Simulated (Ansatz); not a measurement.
**Question.** Name crystals whose computed values (DFT-PBEsol in the program Ansatz with PAW potentials) fall in these windows: B₀ by P(V) fit (GPa) 140 to 180; G_Hill (GPa) 48 to 58; Θ_D (K) 350 to 440.

**Answer.** 

| crystal | B₀ by P(V) fit (GPa) | G_Hill (GPa) | Θ_D (K) |
|---|---|---|---|
| AlCu3, Cu3Au type | 152 | 52.8 | 387 |
| Zn3InGaO6, R3m (Pearson symbol hR11) | 160 | 51.6 | 428 |
| TiCo, CsCl type | 180 | 53.4 | 398 |
Others may fit too.

Spin orders computed, not proven ground states: TiCo, CsCl type ferromagnetic. Standing as an ambient phase not checked: AlCu3, Cu3Au type; Zn3InGaO6, R3m (Pearson symbol hR11). Perhaps ordered models of mixed-site phases: AlCu3, Cu3Au type. All cells were relaxed under the symmetry of their starts (and spin orders); stability against distortions was not tested throughout. Rows with no word on spin ran without spin polarisation. Spin–orbit coupling is left out wherever it is not named.

Potentials: the later of the program's two PAW sets.
